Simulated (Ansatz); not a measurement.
Zone-centre modes in WSe2

Level of theory: DFT r2SCAN, scalar-relativistic, plane waves, PAW (Ansatz). Cutoff 500 eV, Γ-centred 12×12×1 k-points, Gaussian smearing of 0.05 eV. Spin–orbit coupling is left out, which can shift energies with elements as heavy as these. No spin polarisation.

Zero of the scan (relaxed at this level; this form isn't the usual structure):

```yaml
crystal:
  lattice:
    - [3.31442, 0.00000, 0.00000]
    - [-1.65721, 2.87038, 0.00000]
    - [0.00000, 0.00000, 29.80009]
  atoms:
    - { symbol: W, position: [0.66667, 0.33333, 0.00000] }
    - { symbol: W, position: [0.33333, 0.66667, 0.76994] }
    - { symbol: W, position: [0.33333, 0.66667, 0.23006] }
    - { symbol: Se, position: [0.33333, 0.66667, 0.05577] }
    - { symbol: Se, position: [0.66667, 0.33333, 0.82572] }
    - { symbol: Se, position: [0.66667, 0.33333, 0.28580] }
    - { symbol: Se, position: [0.33333, 0.66667, 0.94423] }
    - { symbol: Se, position: [0.66667, 0.33333, 0.71420] }
    - { symbol: Se, position: [0.66667, 0.33333, 0.17428] }
```

The cell holds layers and no dispersion correction was added, so their binding is poorly described.

Harmonic modes by finite displacements of 0.02 Å, without the LO–TO term.

(1) At this geometry, is the structure stable against these modes?

(2) List the wavenumbers in cm⁻¹.

## Answers

(1) Barely, if at all: no mode is imaginary beyond 10 cm⁻¹, but one beside the three translations lies at 7 cm⁻¹, within the noise of such a run.

(2) 0, 0, 0, 7, 7, 12, 13, 13, 20, 174, 174, 174, 174, 174, 174, 246, 246, 247, 247, 247, 247, 250, 251, 251, 307, 308, 308.